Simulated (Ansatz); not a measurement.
## Ta2C: why energy differences converge before total energies

All numbers below come from DFT PBEsol, scalar-relativistic, plane waves, PAW (Ansatz).

```
CELL_PARAMETERS angstrom
3.10590 0.00000 0.00000
-1.55295 2.68979 0.00000
0.00000 0.00000 4.94640
ATOMIC_POSITIONS crystal
Ta 0.33333 0.66667 0.25201
Ta 0.66667 0.33333 0.74799
C 0.00000 0.00000 0.00000
```

The Γ-centred k-mesh is 15×15×8 and the occupation rule is Gaussian smearing, 0.1 eV. The spin treatment is unpolarised.

A second cell has all atoms moved and the lattice slightly strained:

```yaml
crystal:
  lattice:
    - [3.12700, 0.02787, 0.02452]
    - [-1.53937, 2.64714, -0.01139]
    - [0.03905, 0.00160, 4.98405]
  atoms:
    - { symbol: Ta, position: [0.31810, 0.65334, 0.25284] }
    - { symbol: Ta, position: [0.64589, 0.29610, 0.73947] }
    - { symbol: C, position: [0.00368, 0.99167, 0.99727] }
```

It ran on a 10×10×6 mesh, another than the first cell's, which shifts the difference by nearly the same amount at every cutoff. Both were run at several values of the cutoff; energies per atom at zero smearing, errors against the largest value (420 eV), which isn't proved converged itself.

```
cutoff error, first cell (meV) error, second cell (meV)
250 eV                   241.17                    241.11
300 eV                    55.03                     54.54
350 eV                    13.13                     13.00
```

At the largest value the second cell lies 28.52 meV/atom above the first. What is the error of that difference at each value, and where does each quantity come within 1 meV/atom?

The error of the difference is the second cell's error less the first's:
```
cutoff difference (meV) its error (meV)
250 eV             28.46            -0.06
300 eV             28.03            -0.49
350 eV             28.39            -0.12
```

No value below the largest brings the first cell's total energy within 1 meV/atom, while the difference is there from 250 eV on. Most of the error cancels, by a factor of about 113 in the median. A missing short wave mostly misdescribes the region near each nucleus, which both cells share; what doesn't cancel comes largely from the change of volume and bonding.